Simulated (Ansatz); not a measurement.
CoW:
```xyz
2
Lattice="0.0000 2.4381 2.4381 2.4381 0.0000 2.4381 2.4381 2.4381 0.0000" Properties=species:S:1:pos:R:3 pbc="T T T"
Co     0.0000     0.0000     0.0000
W      2.4381     2.4381     2.4381
```

Relaxed with PBE. Special points in fractions of this cell's reciprocal vectors: Γ (0.000, 0.000, 0.000); X (0.500, 0.000, 0.500); U (0.625, 0.250, 0.625); K (0.375, 0.375, 0.750); L (0.500, 0.500, 0.500); W (0.500, 0.250, 0.750).

Q: List the band energies nearest the Fermi level at these points for the program Ansatz at the PBE with spin–orbit coupling level (PAW).

A: In eV from the Fermi level; about four levels below and three above (degenerate sets whole), none deeper than 8.9 eV; points with the same levels are listed once.

```tsv
k	below	above
Γ	-4.04 -4.04 -4.04 -4.04 -3.87 -3.87	1.55 1.55 1.55 1.55
X	-1.38 -1.38 -1.26 -1.26	1.36 1.36 1.64 1.64
U	-1.64 -1.64 -0.50 -0.50	0.28 0.28 0.76 0.76
L	-1.54 -1.54 -0.36 -0.36	1.05 1.05 1.36 1.36
W	-1.41 -1.41 -1.39 -1.39	0.13 0.13 0.24 0.24
```

Space group Fm-3m (rock salt). The start of the workflow was typed in or built on a structure type; neither database checked (COD, Materials Project) lists it. Whether it is the stable phase at ambient conditions was not checked. The cell was relaxed with PBE under the symmetry of its start; whether a distortion lowers the energy is not shown. The workflow began spin-polarised and lost its moments. Its formation energy is positive at this level, so the cell may be metastable or incomplete.

Potentials: the earlier of the program's two PAW sets.
